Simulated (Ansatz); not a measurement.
With plane-wave PAW PBE (Ansatz code), Ti in the diamond structure (Fd-3m) relaxes to a = 6.029 Å. Ti has 4 nearest neighbours from 2.61 Å (tetrahedral).

Electronic character: metallic (no gap). The magnetic state found is ferromagnetic. The net moment is 2.28 μB per atom.

An equation-of-state fit gives a bulk modulus of 227 kbar.

The start of the workflow was typed in or built on a structure type; neither database checked (COD, Materials Project) lists it. It is not the phase usual at ambient conditions (space group No. 194). The PBE relaxation kept the symmetry of its start; its stability against distortions is not shown here. Magnetic state: ferromagnetic, chosen from 4 collinear starts compared on coarse meshes (ties went to the first, and starts can fall back to one state), not a proven ground state.

Potentials: the earlier of the program's two PAW sets.
